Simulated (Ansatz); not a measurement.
**Two states of CoPdO2**

```
Pd Co O
1.0
     1.43393    2.48363    0.00000
    -1.43393    2.48363    0.00000
     0.00000   -1.65576    6.00788
Pd Co O
1 1 2
Direct
  0.00000 0.00000 0.00000
  0.50000 0.50000 0.50000
  0.11215 0.11215 0.33645
  0.88785 0.88785 0.66355
```

Single point in Ansatz 0.2.0 with PBE, with U_eff = 5.44 eV on Co d (all-electron-ortho-atomic projectors). Cutoff 420 eV, PAW datasets, 7×7×7 Γ-centred k mesh, methfessel-paxton filling (width 0.0325 eV).

State A: no moments (non-collinear spin). State B: Co2 along (0.20, 0.57, -0.80) (non-collinear spin).

Question: Which state is lower, and how do they differ?

Answer: State A is lower by 94.3 meV an atom at zero smearing.

```
state  free energy (meV/atom)  largest moment in a small sphere (μB)  net moment (μB/cell)  gap on mesh (eV)  pressure (GPa)  largest force (eV/Å)
    A                     0.0                                   0.16                  0.23             metal            -1.6                  0.06
    B                    94.3                                   2.19                  2.11             metal            16.6                  2.15
```

Origin: a database entry at a rescaled volume. Caveats: the k mesh is coarse if the cell is a metal; another magnetic order, which this cell may not hold, can open a gap; forces this large suggest misplaced atoms in the database entry; atoms or cell far from equilibrium.
